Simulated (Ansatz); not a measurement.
Task: ZrMo (CsCl type, Pm-3m) is relaxed with plane-wave PAW PBE (Ansatz code). What lattice parameters of the conventional cell result?

Result: a = 3.341 Å.

The start of the workflow was typed in or built on a structure type; neither database checked (COD, Materials Project) lists it. Whether it is the stable phase at ambient conditions was not checked. The cell was relaxed with PBE under the symmetry of its start; its stability against distortions is not shown here. The run is not spin-polarised.

Potentials: the earlier of the program's two PAW sets.
